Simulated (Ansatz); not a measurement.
Consider the following.

CrN:
```xyz
4
Lattice="1.4921 0.8615 4.6248 -1.4921 0.8615 4.6248 0.0000 -1.7229 4.6248" Properties=species:S:1:pos:R:3 pbc="T T T"
Cr     0.0000     0.0000     0.0000
N      0.0000     0.0000     3.4686
Cr     0.0000     0.0000     6.9372
N      0.0000     0.0000    10.4058
```
Starting moments (μB, in the order of the atoms Cr N Cr N): 2.7 0.0 -2.7 0.0.

This is the r²SCAN-relaxed structure. Cartesian axes are those of the cell as given.

Q: All from plane-wave PAW r²SCAN (Ansatz code), unless another level is named. Estimate the hole effective mass.

A: 0.28, 0.51, 1.2 mₑ (principal values).

Q: Predict the smallest direct gap on the standard path.

A: 0.68 eV.

Q: What about the valence-band maximum?

A: off the standard path, at k = (0.266, 0.266, -0.487).

Q: Predict the weight of the valence-edge state by species (Voronoi cells).

A: Cr 55 %, N 45 %.

Q: Next, the weight of the conduction-edge state by species (Voronoi cells)?

A: Cr 88 %, N 12 %.

Q: Next, the conduction-band minimum?

A: at Γ.

Space group R-3m. A made-up cell: these elements were put on the sites of a structure type; the Crystallography Open Database copy checked does not list it. COD files the formula under space group No. 225, so this cell is another polymorph or a model. Its standing as an ambient phase is unchecked. Symmetry was held in the r²SCAN relaxation, as lowered by the spin order; its stability against distortions is not shown here. Spin order of the final state: antiferromagnetic, chosen from 3 collinear starts compared on coarse meshes (ties went to the first, and starts can fall back to one state), not a proven ground state. Other orbital occupations within this spin state were not tried. No Hubbard U is applied. Point labels and valley counts follow the cell and symmetry of the run, lower than the named group.

Potentials: the later of the program's two PAW sets.
